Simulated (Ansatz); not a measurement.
# Review of an SCF result for Fe

Fe is taken as an experimental structure (space group Im-3m, primitive cell doubled), 2 atoms in the cell. Source: COD entry 9008537, which need not be the ambient phase.

Level of theory: DFT, PBE+U, PAW, plane waves, scalar-relativistic in Ansatz.

```yaml
crystal:
  lattice:
    - [-1.455, 1.455, 1.455]
    - [2.91, -2.91, 2.91]
    - [1.455, 1.455, -1.455]
  atoms:
    - { symbol: Fe, position: [0.0, 0.0, 0.0] }
    - { symbol: Fe, position: [0.0, 0.5, 0.0] }
hamiltonian:
  xc: pbe
  pseudopotentials: { kind: paw }
  hubbard: { sites: [{ species: Fe, l: d, u_eff: 3.3 }] }
basis:
  ecutwfc: 420
kpoints:
  mp_grid: { grid: [12, 6, 12] }
scf:
  occupations: { method: fermi_dirac, width: 0.1 }
  lower_state_search: "off"
output:
  forces: true
  stress: true
magnetization:
  spin_polarized: true
```

The run was started with:
```sh
ansatz run input.yaml --threads 2 --pin off --max-ram 5120MiB --backend cpu --events-out ev --progress --plain --runs-dir out
```

It took 8.3 s on 2 threads of Arm Neoverse V1 (shared host), peak memory 0.41 GiB.

The end of the output:

```
SCF converged after 11 iterations
Magnetization: 5.5954 μB (18.7977 up, 13.2023 down)
Absolute magnetization: 6.0325 μB (∫|ρ↑−ρ↓|, with the PAW one-centre terms)
Spin contamination: 0.2165 ħ² per cell (⟨S²⟩ above its minimum at these occupations)
Per-site moments (μB) at R_I (Å): [(2.8982, 1.0395), (2.8982, 1.0395)]
Free energy (F): -8956.531556 eV
Harris-Foulkes:  -8956.531556 eV  (|F-HF|=9.98e-9)
Internal energy: -8956.459044 eV  (E = F + TS)
E sigma→0 (E₀):  -8956.495300 eV
Entropy (-TS):   -0.072511 eV (-36.256 meV/atom)
Fermi energy:    16.950532 eV
--- Forces (eV/Å), atoms counted from 1 ---
  atom   1  Fe     0.00000000     0.00000000     0.00000000
  atom   2  Fe     0.00000000     0.00000000     0.00000000
--- Stress (GPa, compression-positive) ---
        3.803439      -0.000000       0.001175
        0.000000       3.801131       0.000000
        0.001175      -0.000000       3.803439
  P = ⅓ Tr σ = 3.8027 GPa (38.027 kbar)
```

The mesh is too coarse to rank close states of a metal with certainty: differences of some tens of meV/atom may change, at times in sign.

A static U favours moments and orbital order; the result depends on U and need not be the measured state. The U is a test value, not one fitted to this metal, and a U on a metal's d shells tends to overstate moments.

No moments are typed, so the program seeds parallel moments of its own.

Site moments are taken inside atomic spheres and don't add up to the total.

Eigenvalues of the Hubbard occupation matrices: Fe1 up 0.97 0.97 0.97 0.98 0.98, down 0.25 0.25 0.46 0.46 0.46; Fe2 up 0.97 0.97 0.97 0.98 0.98, down 0.25 0.25 0.46 0.46 0.46.

**Question.** The run converged. Is this the lowest state of the cell, and if not, what lies lower and how is it reached?

**Answer.** No, on this mesh. A state 25.5 meV/atom (0.051 eV per cell) lower exists in this cell: ferromagnetic, site moments Fe1 2.82, Fe2 2.92 μB, total 5.62 μB per cell, no gap on the k-mesh. It was reached from: parallel moments, default search for lower states [Fe1 4.00, Fe2 4.00 μB]; a moment on one site alone, plain SCF [Fe2 4.00 μB]. The state has less symmetry than the crystal, so which of the equivalent atoms carry which values depends on the start. Its occupation eigenvalues are Fe1 up 0.96 0.97 0.97 0.98 0.98, down 0.15 0.19 0.20 0.65 0.74; Fe2 up 0.97 0.98 0.98 0.98 0.98, down 0.25 0.30 0.32 0.37 0.61. The wrong state matters: the pressure is 8.1 GPa there against 3.8 GPa here. States within about 5 meV/atom are too close for this mesh, smearing and search to settle their order. This multiple of the primitive cell fits some opposed orders; other multiples fit others. Only collinear orders within this cell were tried; the true ground state may need a larger cell.
